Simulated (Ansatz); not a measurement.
Si2BAs (R3m), relaxed with r²SCAN (Ansatz, a first-principles code, plane waves, PAW): a = b = 3.570 Å, c = 18.064 Å, α = β = 90.00°, γ = 120.00°.

| Item | Result |
|---|---|
| B₀ by P(V) fit (GPa) | 108 |

Task: The same phase is relaxed and computed with PBEsol in the same code. What are the cell and these values now?

Result: a = b = 3.5519 Å, c = 18.0557 Å, α = β = 90.00°, γ = 120.00°.

- B₀ by P(V) fit (GPa) = 105

Typed or built starts, not in the databases checked: Si2BAs, R3m (B on 3a, As on 3a, Si on 3a, Si on 3a). All cells were relaxed under the symmetry of their starts (and spin orders); stability against distortions was not tested throughout. Scalar-relativistic: spin–orbit coupling is off unless named, which matters more the heavier the elements.

Potentials: the earlier of the program's two PAW sets. The files were generated under PBE; for other functionals the program regenerates the frozen cores, and for LDA and PBEsol the local potential too.

Ansatz is a plane-wave DFT program.
